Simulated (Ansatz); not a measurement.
Ansatz (a program for electronic structure) input:

Ansatz 0.2 input:
```yaml
crystal:
  lattice:
    - [-1.8697994729, 1.8697994729, 4.7300776042]
    - [1.8697994729, -1.8697994729, 4.7300776042]
    - [1.8697994729, 1.8697994729, -4.7300776042]
  atoms:
    - { symbol: Ti, position: [0.0, 0.0, 0.0] }
    - { symbol: Ti, position: [0.75, 0.25, 0.5] }
    - { symbol: O, position: [0.957923024, 0.457923024, 0.5] }
    - { symbol: O, position: [0.207923024, 0.207923024, 0.0] }
    - { symbol: O, position: [0.792076976, 0.792076976, 0.0] }
    - { symbol: O, position: [0.542076976, 0.042076976, 0.5] }
kpoints:
  mp_grid: { grid: [10, 10, 10] }
hamiltonian:
  xc: lda
  pseudopotentials: { azcp: { folder: ./paw }, kind: paw }
scf:
  occupations: { method: fixed }
phonons:
  method: dfpt
  response_accuracy: low
  eigenvectors: true
  rigid_motions: translations
  dielectric: true
  raman: true
```

Output (shortened):

```
Pseudopotential: Ti, paw, valence charge 12
Pseudopotential: O, paw, valence charge 6
Functional definition: SPW92
Crystal: 6 atoms, lattice volume = 66.148 Å³
Basis set: ecut = 420 eV, 1283 PW (Γ), exchange–correlation on 80×80×80 points (8 copies of the dense FFT grid, shifted against one another)
Bands: 30, of which v1, the nominal top of the filled ones, is band 24 counted from 1 (23 counted from 0)
Symmetry: 16 space group operations
k-points: 504 of 1000 (irreducible under 1 space group operation, time reversal used)
SCF iter   1: F=—  HF=-7131.065532 eV  |F-HF|=—  |Δ(HF+E_count)|=         —  Δρ=5.65e-2  dr2=2.29e0  ethr=3.10e-3  ⟨swp⟩=3.9  Hψ=50097  notcnv=0  defer=892
preconditioner: auto → none
SCF iter   2: F=—  HF=-7130.598282 eV  |F-HF|=—  |Δ(HF+E_count)|=   4.67e-1  Δρ=4.26e-2  dr2=8.21e-1  ethr=3.10e-3  ⟨swp⟩=2.0  Hψ=29112  notcnv=0  defer=874
SCF iter   3: F=—  HF=-7130.650348 eV  |F-HF|=—  |Δ(HF+E_count)|=   5.21e-2  Δρ=3.63e-2  dr2=9.35e-1  ethr=1.71e-3  ⟨swp⟩=2.4  Hψ=24804  notcnv=0  defer=1411
SCF iter   4: F=—  HF=-7130.483440 eV  |F-HF|=—  |Δ(HF+E_count)|=   1.67e-1  Δρ=6.85e-3  dr2=1.53e-2  ethr=1.71e-3  ⟨swp⟩=2.2  Hψ=22835  notcnv=0  defer=835
SCF iter   5: F=—  HF=-7130.487721 eV  |F-HF|=—  |Δ(HF+E_count)|=   4.28e-3  Δρ=1.96e-3  dr2=2.14e-3  ethr=3.18e-5  ⟨swp⟩=2.2  Hψ=26298  notcnv=0  defer=1940
SCF iter   6: F=—  HF=-7130.487449 eV  |F-HF|=—  |Δ(HF+E_count)|=   2.72e-4  Δρ=8.43e-4  dr2=4.98e-4  ethr=4.46e-6  ⟨swp⟩=2.0  Hψ=25460  notcnv=0  defer=2008
SCF iter   7: F=—  HF=-7130.487358 eV  |F-HF|=—  |Δ(HF+E_count)|=   9.18e-5  Δρ=2.63e-4  dr2=4.87e-5  ethr=1.04e-6  ⟨swp⟩=2.0  Hψ=21152  notcnv=0  defer=2016
SCF iter   8: F=—  HF=-7130.487351 eV  |F-HF|=—  |Δ(HF+E_count)|=   6.70e-6  Δρ=4.92e-5  dr2=1.71e-6  ethr=1.02e-7  ⟨swp⟩=2.0  Hψ=18869  notcnv=0  defer=828
SCF iter  10: F=-7130.487350 eV  HF=-7130.487350 eV  |F-HF|=5.46e-12  |Δ(HF+E_count)|=   1.50e-9  Δρ=2.63e-7  dr2=1.79e-11  ethr=1.00e-12  ⟨swp⟩=10.4  Hψ=97764  notcnv=0
SCF 1 converged in 10 iterations: F = -7130.487350 eV  dr2 = 1.79e-11
NSCF: frozen V_eff on 4 k-points
DFPT response loops at Γ: preconditioner auto → Resta (q_TF=auto, 2.586 Å⁻¹)  ε∞=5.3 (no band partly filled) …
── the response to a field inside a basis, on 10×10×10 k-points: an SCF that follows is theirs, and a resumed run solves both again ──
Crystal: 6 atoms, lattice volume = 66.148 Å³
Bands: 25, of which v1, the nominal top of the filled ones, is band 24 counted from 1 (23 counted from 0)
k-points: 99
SCF iter   1: F=—  HF=-7130.476897 eV  |F-HF|=—  |Δ(HF+E_count)|=         —  Δρ=3.94e-4  dr2=2.17e-5  ethr=1.00e-1
preconditioner: auto → none
SCF iter   2: F=—  HF=-7130.476892 eV  |F-HF|=—  |Δ(HF+E_count)|=   4.53e-6  Δρ=1.91e-4  dr2=1.85e-5  ethr=4.53e-8
SCF iter   3: F=—  HF=-7130.476892 eV  |F-HF|=—  |Δ(HF+E_count)|=   3.20e-8  Δρ=1.86e-4  dr2=1.55e-5  ethr=3.85e-8
SCF iter   4: F=—  HF=-7130.476889 eV  |F-HF|=—  |Δ(HF+E_count)|=   3.11e-6  Δρ=2.09e-5  dr2=1.20e-7  ethr=3.22e-8
SCF iter   5: F=—  HF=-7130.476889 eV  |F-HF|=—  |Δ(HF+E_count)|=   2.40e-9  Δρ=3.33e-6  dr2=1.94e-9  ethr=2.51e-10
SCF iter   6: F=-7130.476889 eV  HF=-7130.476889 eV  |F-HF|=0.00e0  |Δ(HF+E_count)|=  8.36e-10  Δρ=1.58e-7  dr2=5.73e-12  ethr=4.03e-12
SCF 1 converged in 6 iterations: F = -7130.476889 eV  dr2 = 5.73e-12
DFPT response loops at Γ: mixed as the last ones told, above
DFPT response loops at Γ: mixed as the last ones told, above
SCF converged after 10 iterations
Free energy (F): -7130.487350 eV
Harris-Foulkes:  -7130.487350 eV  (|F-HF|=5.46e-12)
Internal energy: -7130.487350 eV  (E = F + TS)
E sigma→0 (E₀):  -7130.487350 eV
Fermi energy:    7.262898 eV
--- Per-component energies (eV) ---
  E_band       = -450.543700
  E_kinetic    = 1230.866157
  E_local      = -3639.088378  (includes V_loc(G=0)·N_el)
  E_nonlocal   = 340.580488
  E_hartree    = 1395.947547
  E_xc         = -513.545673
  E_vxc        = -654.366366  (∫ρ·V_xc dr)
  E_paw        = -2590.420528  (= ΣΔE_a)
  E_vpaw       = -520.433788  (= ΣTr[D̂ρ^β])
  E_aug_tail   = 0.003027  (compensation charges beyond the density's cutoff)
  E_ewald      = -3355.869577
  E_core_change = 1.039587  (= ΣΔE_core)
  E_smearing   =  0.000000  (= −TS)
  E_closure    =  0.000000  (closes the sum)
  Σ components = -7130.487350   (vs F -7130.487350, Δ=0.00e0)
  [band-id]    e_kinetic+e_local+e_nonlocal+2·e_hartree+e_vxc+e_vpaw+e_augmentation_tail = -450.543767   (vs E_band -450.543700, Δ=-6.68e-5)
--- Band table (eV; the first three rows and the last of 504) ---
  k-point 0: bands = ["-48.3333", "-48.2590", "-25.1924", "-24.9191", "-24.9191", "-24.8361", "-24.8361", "-24.7283", "-10.2121", "-9.1389", "-8.9454", "-8.6098", "3.1714", "3.3513", "3.3513", "3.6916", "5.0990", "5.0990", "5.2113", "6.4903", "6.5136", …
  k-point 1: bands = ["-48.3310", "-48.2604", "-25.1911", "-24.9405", "-24.9263", "-24.8482", "-24.8361", "-24.7244", "-10.1060", "-9.0707", "-8.8985", "-8.5744", "3.1318", "3.1443", "3.2292", "3.6960", "4.8886", "5.2089", "5.3252", "6.2552", "6.2696", …
  k-point 2: bands = ["-48.3246", "-48.2646", "-25.1877", "-24.9918", "-24.9443", "-24.8798", "-24.8333", "-24.7213", "-9.8132", "-8.8972", "-8.7704", "-8.4829", "2.7244", "2.9577", "3.0573", "3.7768", "4.4591", "5.0503", "5.1702", "5.5178", "5.6952", …
  k-point 503: bands = ["-48.2963", "-48.2963", "-24.9648", "-24.9648", "-24.9471", "-24.9471", "-24.8076", "-24.8076", "-9.5702", "-9.5702", "-8.9120", "-8.9120", "3.4437", "3.4437", "3.4447", "3.4447", "5.1052", "5.1052", "5.8836", "5.8836", "5.9901", …
--- Phonons (Γ-DFPT): 5 representative perturbations + reference, on 504 of 1000 k-points (Σ response iterations 15) ---
  ASR residual: 1.589e-4 → 0.000e0 eV/Å²; symmetrization residual: 1.283e-4 eV/Å²
  ASR residual per site (eV/Å²): 1.59e-4 1.59e-4 5.64e-5 5.64e-5 5.64e-5 5.64e-5
  Γ frequencies (cm⁻¹): 0.00 0.00 0.00 150.21 150.21 164.17 164.17 240.53 240.53 348.11 384.05 442.43 442.43 503.13 528.17 551.43 638.35 638.35
  ε∞ (high-frequency dielectric tensor):
        6.873825     0.000000     0.000000
        0.000000     6.873825     0.000000
        0.000000     0.000000     6.270383
  ε⁰ (static dielectric tensor: ions relaxed, cell fixed):
       52.826461     0.000000     0.000000
        0.000000    52.826461     0.000000
        0.000000     0.000000    27.250831
  ε⁰ − ε∞ (ionic part):
       45.952636     0.000000     0.000000
        0.000000    45.952636     0.000000
        0.000000     0.000000    20.980448
  softest optical mode at Γ: 150.21 cm⁻¹; the repairs (sum rule, projections) moved no ω² at Γ by more than (6.34 cm⁻¹)²
  Born effective charges Z* (e; rows j = field, columns β = displacement):
    site 0:
         6.56112    0.00000    0.00000
         0.00000    6.56112    0.00000
         0.00000    0.00000    5.72482
    site 1:
         6.56112    0.00000    0.00000
         0.00000    6.56112    0.00000
         0.00000    0.00000    5.72482
    site 2:
        -5.43379    0.00000    0.00000
         0.00000   -1.12733    0.00000
         0.00000    0.00000   -2.86241
    site 3:
        -1.12733    0.00000    0.00000
         0.00000   -5.43379    0.00000
         0.00000    0.00000   -2.86241
    site 4:
        -5.43379    0.00000    0.00000
         0.00000   -1.12733    0.00000
         0.00000    0.00000   -2.86241
    site 5:
        -1.12733    0.00000    0.00000
         0.00000   -5.43379    0.00000
         0.00000    0.00000   -2.86241
  Z* charge neutrality: 4.824e-3 e pre-enforcement
  solved inside a basis spanned on kpoints, on 10×10×10 k-points transformed towards the longest dipole …
  Raman tensors (in the event stream and the table raman_tensors.tsv) …
  optical modes at Γ without the LO–TO term, one row a degenerate level:
      ω (cm⁻¹)  modes    IR ((D/Å)²/amu)  static Raman (Å⁴/amu)  depolarisation
        150.21      2             0.0000               630.0048           0.750
        164.17      2             0.0000                 6.5622           0.750
        240.53      2           124.7417                 0.0000               —
        348.11      1            78.8520                 0.0000               —
        384.05      1             0.0000               278.0381           0.750
        442.43      2           135.8897                 0.0000               —
        503.13      1             0.0000               133.1933           0.750
        528.17      1             0.0000               415.0065           0.194
        551.43      1             0.0000                 0.0000               —
        638.35      2             0.0000              1471.0067           0.750
  optical modes at Γ + LO–TO along q̂ = [1.0000, 0.0000, 0.0000]:
      ω (cm⁻¹)  modes    IR ((D/Å)²/amu)  static Raman (Å⁴/amu)  depolarisation
        150.21      2             0.0000               630.0048           0.750
        164.17      2             0.0000                 6.5622           0.750
        240.53      1            62.3709                 0.0000               —
        340.96      1             1.5650                 0.0000               —
        348.11      1            78.8520                 0.0000               —
        384.05      1             0.0000               278.0381           0.750
        442.43      1            67.9449                 0.0000               —
        503.13      1             0.0000               133.1933           0.750
        528.17      1             0.0000               415.0065           0.194
        551.43      1             0.0000                 0.0000               —
        638.35      2             0.0000              1471.0067           0.750
        865.23      1           128.7508                 0.0000               —
  optical modes at Γ + LO–TO along q̂ = [0.0000, 1.0000, 0.0000]:
      ω (cm⁻¹)  modes    IR ((D/Å)²/amu)  static Raman (Å⁴/amu)  depolarisation
        150.21      2             0.0000               630.0048           0.750
        164.17      2             0.0000                 6.5622           0.750
        240.53      1            62.3709                 0.0000               —
        340.96      1             1.5650                 0.0000               —
        348.11      1            78.8520                 0.0000               —
        384.05      1             0.0000               278.0381           0.750
        442.43      1            67.9449                 0.0000               —
        503.13      1             0.0000               133.1933           0.750
        528.17      1             0.0000               415.0065           0.194
        551.43      1             0.0000                 0.0000               —
        638.35      2             0.0000              1471.0067           0.750
        865.23      1           128.7508                 0.0000               —
  optical modes at Γ + LO–TO along q̂ = [0.0000, 0.0000, 1.0000]:
      ω (cm⁻¹)  modes    IR ((D/Å)²/amu)  static Raman (Å⁴/amu)  depolarisation
        150.21      2             0.0000               630.0048           0.750
        164.17      2             0.0000                 6.5622           0.750
        240.53      2           124.7417                 0.0000               —
        384.05      1             0.0000               278.0381           0.750
        442.43      2           135.8897                 0.0000               —
        503.13      1             0.0000               133.1933           0.750
        528.17      1             0.0000               415.0065           0.194
        551.43      1             0.0000                 0.0000               —
        638.35      2             0.0000              1471.0067           0.750
        725.71      1            78.8520                 0.0000               —
```

Cost: around 22 core-minutes (rough) on shared cores.

Space group I4_1/amd (anatase). The LDA relaxation kept the symmetry of its start; of distortions, only those at the zone centre were tested. No spin polarisation was allowed.

Potentials: the earlier of the program's two PAW sets.

Ansatz is a plane-wave DFT program.
